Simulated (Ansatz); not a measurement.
Zone-centre phonons of HfSi₇: input and output

All numbers below come from DFT PBEsol, scalar-relativistic, plane waves, PAW in Ansatz 0.2.0.

Launched with:
```bash
ansatz run input.yaml --threads 4 --pin off --max-ram 12288MiB --backend cpu --events-out ev --progress --plain --runs-dir out
```

Input (bare energies are in eV):
```yaml
crystal:
  lattice:
    - [5.5943924303, 0.0, 0.0]
    - [0.0, 5.5943924303, 0.0]
    - [0.0, 0.0, 5.5943924303]
  atoms:
    - { symbol: Hf, position: [0.0, 0.0, 0.0] }
    - { symbol: Si, position: [0.2650098829, 0.2650098829, 0.2650098829] }
    - { symbol: Si, position: [0.0, 0.5, 0.5] }
    - { symbol: Si, position: [0.5, 0.5, 0.0] }
    - { symbol: Si, position: [0.5, 0.0, 0.5] }
    - { symbol: Si, position: [0.7349901171, 0.2650098829, 0.7349901171] }
    - { symbol: Si, position: [0.7349901171, 0.7349901171, 0.2650098829] }
    - { symbol: Si, position: [0.2650098829, 0.7349901171, 0.7349901171] }
basis:
  ecutwfc: 420
kpoints:
  mp_grid: { grid: [6, 6, 6] }
hamiltonian:
  xc: pbesol
scf:
  occupations: { method: fermi_dirac, width: 0.15 }
output:
  eigenvalues: true
phonons:
  method: dfpt
  eigenvectors: true
```

Results section of the output:
```
--- Phonons (Γ-DFPT): 4 representative perturbations + reference, on 112 of 216 k-points (Σ response iterations 14) ---
  k mesh reduced under 1 symmetry operation, with k and −k counted as one. Each operation leaves every solved perturbation unchanged. A smaller set is not used because it would not reduce the number of displacements ...
  ASR residual: 5.711e-4 → 0.000e0 eV/Å²; symmetrization residual: 3.908e-6 eV/Å²
  ASR residual per site (eV/Å²): 5.71e-4 8.09e-6 2.30e-5 2.30e-5 2.30e-5 8.09e-6 8.09e-6 8.09e-6
  Γ frequencies (cm⁻¹): 0.00 0.00 0.00 53.53 53.53 53.53 81.27 81.27 81.27 300.04 300.04 300.04 337.30 337.30 385.17 385.17 385.17 388.76 398.78 398.78 398.78 440.88 440.88 440.88
  non-analytic LO–TO correction: not included (Born effective charges unavailable; polar crystals: no LO–TO splitting at Γ)
```

It took 99 s on 4 threads of Arm Neoverse V2, with other jobs on the host, peak memory 2.6 GiB.

The cell was built by swapping an element in a database structure (itself possibly hypothetical) and relaxing; it need not be the stable form of this composition. In a metal, frequencies and elastic constants depend on the k mesh and the smearing, soft modes and shear constants most. Spin–orbit coupling is left out, which can shift energies with elements as heavy as these.